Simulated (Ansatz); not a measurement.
The relaxed structure here is a generated cell of FeNi: the first start was made by placing the elements on the sites of a structure type, and the end was not matched to a known phase here, so it may be hypothetical.

One starting cell of FeNi (a generated cell, FeNi placed in the AFLOW prototype AB_hP8_194_ad_f (B_i, as in TiAs)) was relaxed twice with Ansatz (plane waves, PAW, scalar-relativistic): with PBEsol at 420 eV and with PBE at 420 eV. The PBEsol result:

```
FeNi
1.0
    2.47460     0.00000     0.00000
   -1.23730     2.14306     0.00000
    0.00000     0.00000    16.24333
Fe Ni
4 4
Direct
  0.33333   0.66667   0.62512
  0.66667   0.33333   0.12512
  0.66667   0.33333   0.37488
  0.33333   0.66667   0.87488
  0.00000   0.00000   0.50000
  0.00000   0.00000   0.00000
  0.33333   0.66667   0.25000
  0.66667   0.33333   0.75000
```

| quantity | PBEsol | PBE |
|---|---|---|
| space group | P6₃/mmc | P6₃/mmc |
| volume (Å³/atom) | 10.77 | 11.32 |
| a (Å) | 2.475 | 2.517 |
| c (Å) | 16.243 | 16.506 |
| gap (eV, no spin-orbit coupling) | 0.00 | 0.00 |
| spin order | ferromagnetic | ferromagnetic |
| net moment (μB/atom) | 1.56 | 1.60 |

Both levels end in the same structure; PBE's volume is 5.2 % larger. Neither column is exact.

Spin states reached: ferromagnetic; spin orders were not searched systematically.

The run could not lose the symmetry of its start; a randomly shaken copy of 8 atoms returns to this structure.

Ansatz is a program for electronic structure.
